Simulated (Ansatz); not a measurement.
# YSe: energy along a strain

YSe, Fm-3m, a = 5.750 Å (as given, not relaxed at this level: 0.5 GPa). The structure is a COD entry; whether it is the stable form wasn't checked. Ansatz: r2SCAN, PAW, 500 eV, Γ-centred 14×14×14 mesh on 2 atoms, Gaussian smearing 0.15 eV; no spin polarisation. Cell vectors (Å): 0.000 2.875 2.875; 2.875 0.000 2.875; 2.875 2.875 0.000. The cell is strained by x per cent times the pattern (1 1 0 0 0 0) in the order xx yy zz yz xz xy (engineering shears), with fractional coordinates held. y is the free energy over the start, V0 = 23.764 Å³/atom.

| x (%) | y (meV/atom) |
| --- | --- |
| -6.00 | 165.68 |
| -4.50 | 89.70 |
| -3.00 | 39.13 |
| -1.50 | 10.30 |
| 0.00 | 0.00 |
| 1.50 | 5.37 |
| 3.00 | 23.90 |
| 4.50 | ? |
| 5.25 | 71.70 |
| 6.00 | 91.99 |

Q: Fit y = c1 x + c2 x² + c3 x³ to the other rows, get the stiffness along the pattern, and predict the missing energy.

A: Least squares on the rows shown. y = −1.2852 x + 3.5663 x² − 0.13489 x³. The clamped-ion stiffness p·C·p = 2 × 35.66 eV × 160.2 / 23.764 Å³ = 481 GPa (second derivative at the start, which stands under stress). At x = 4.50 the fit asked for gives 54.14 meV/atom. The run gave 53.43 meV/atom, so the fit is 0.71 meV/atom too high, within twice the rms miss on the fitted rows (0.45 meV/atom).

The cell has an odd number of electrons and ran without spin polarisation, so a magnetic or disproportionated state may lie lower.